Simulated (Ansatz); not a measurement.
Pt:
```
Pt
1.0
    2.60365     0.00000     0.00000
    0.00000     2.60365     0.00000
    0.00000     0.00000     2.60365
Pt
1
Cartesian
  0.00000   0.00000   0.00000
```

Relaxed with r²SCAN. Special points in fractions of this cell's reciprocal vectors: Γ (0.000, 0.000, 0.000); X (0.000, 0.500, 0.000); M (0.500, 0.500, 0.000); R (0.500, 0.500, 0.500).

Q: List the band energies nearest the Fermi level at these points for the program Ansatz at the r²SCAN level (PAW).

A: In eV from the Fermi level; about four levels below and three above (degenerate sets whole), none deeper than 8.9 eV; … stands for higher levels left out; points with the same levels are listed once.

| k | below | above |
|---|---|---|
| Γ | -8.75 -6.02 -6.02 | … |
| X | -5.42 -2.05 -2.05 -0.33 | … |
| M | -6.19 -4.91 -1.63 -1.63 | 2.09 … |
| R | -5.17 -5.17 -5.17 | 2.25 2.25 … |

Space group Pm-3m (simple cubic). A made-up cell: these elements were put on the sites of a structure type; neither database checked (COD, Materials Project) lists it. It is not the phase usual at ambient conditions (space group No. 225). Symmetry was held in the r²SCAN relaxation; whether a distortion lowers the energy is not shown. The run is not spin-polarised. Scalar-relativistic: spin–orbit coupling is off unless named, which matters more the heavier the elements.

Potentials: the earlier of the program's two PAW sets.
